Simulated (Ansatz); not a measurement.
SiB$_{12}$C$_{2}$ in space group R-3m (No. 166; B on 18h, B on 18h, C on 6c, Si on 3b) under volume change, the program Ansatz at the PBE level (PAW), shape and atoms relaxed at each volume.

```csv
V (Å³/atom),E − E(relaxed) (meV/atom),P (GPa)
7.073,(withheld),(withheld)
7.306,20.6,14.82
7.539,4.9,6.91
7.772,0.0,0.00
8.006,4.5,-6.04
8.239,(withheld),(withheld)
8.472,37.2,-15.94
```

Question: Some entries are withheld; supply them.

Answer: 
- 7.073, E − E(relaxed) (meV/atom): 48.6
- 7.073, P (GPa): 23.87
- 8.239, E − E(relaxed) (meV/atom): 17.2
- 8.239, P (GPa): -11.33

Question: What does a third-order Birch–Murnaghan fit give for V₀, B₀ and B′?

Answer: V₀ = 7.77 Å³/atom, B₀ = 215 GPa, B′ = 3.5.

The start of the workflow was typed in or built on a structure type; neither database checked (COD, Materials Project) lists it. Whether it is the stable phase at ambient conditions was not checked. The cell was relaxed with PBE under the symmetry of its start; whether a distortion lowers the energy is not shown.

Potentials: the earlier of the program's two PAW sets.
